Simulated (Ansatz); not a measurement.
CdF₂ (fluorite, space group No. 225), a = 5.481 Å, b = 5.481 Å, c = 5.481 Å, α = 90.00°, β = 90.00°, γ = 90.00°; the cell used has 3 atoms.

Relaxed with PBE. Plane-wave PAW PBE (Ansatz code) gives a gap of 2.92 eV.

What gap does HSE06 give on the same cell (Ansatz, PAW)?

5.00 eV, 2.09 eV more. The hybrid was solved on a coarser mesh and at special points; its gap is the smallest among all of these.

```tsv
k	v1 PBE	c1 PBE	v1 HSE06	c1 HSE06
Γ	-0.56	2.92	-0.65	5.00
X	-0.08	7.60	…	…
L	-0.43	6.81	…	…
W	0.00	7.66	…	…
K	-0.20	7.56	…	…
```

Top valence (v1) and lowest conduction level (c1) in eV from each method's valence maximum (which need not be a listed point): supply the withheld HSE06 values.


- L, v1 HSE06: -0.48
- L, c1 HSE06: 9.10
- K, v1 HSE06: -0.22
- K, c1 HSE06: 9.95
- W, v1 HSE06: 0.00
- W, c1 HSE06: 10.06
- X, v1 HSE06: -0.09
- X, c1 HSE06: 10.00

Cost on shared cores: the PBE run (SCF on a 9×9×9 mesh, then bands and DOS) roughly 13 core-seconds, the HSE06 run (SCF on 7×7×7, then a few points) very roughly 3 core-minutes; the tasks are unlike.

Space group Fm-3m (fluorite). Symmetry was held in the PBE relaxation; phonons on a q-mesh show no instability. Scalar-relativistic: spin–orbit coupling is off unless named, which matters more the heavier the elements.

Potentials: the later of the program's two PAW sets.
